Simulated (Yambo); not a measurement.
Material: Rb2NaYF6 (space group Fm-3m, No. 225); a = b = c = 6.383 Å, α = β = γ = 60.00° (10 atoms in the cell). The geometry is that of Materials Project entry mp-13926, symmetrised and not relaxed again.

With PBEsol (Quantum ESPRESSO, PseudoDojo norm-conserving, 88 Ry, no spin-orbit coupling), the gap between the mesh's edge points (Γ → Γ) is 6.324 eV.

**Question.** What does a G0W0 run in Yambo give for it (2×2×2 Γ-centred k mesh, bands 2 to 272 and a 7 Ry block in the screening, 272 bands in G with the Bruneval-Gonze terminator, plasmon pole fitted at 27.2 eV)?

**Answer.** The correction is 3.618 eV, giving 9.941 eV, 1.6 times the PBEsol value.  Nearest settings tried, and what they do to the gap: 132 bands in W: +132 meV. Not varied: bands in G, block, mesh. So the settings aren't converged at that level. The k mesh is coarse.
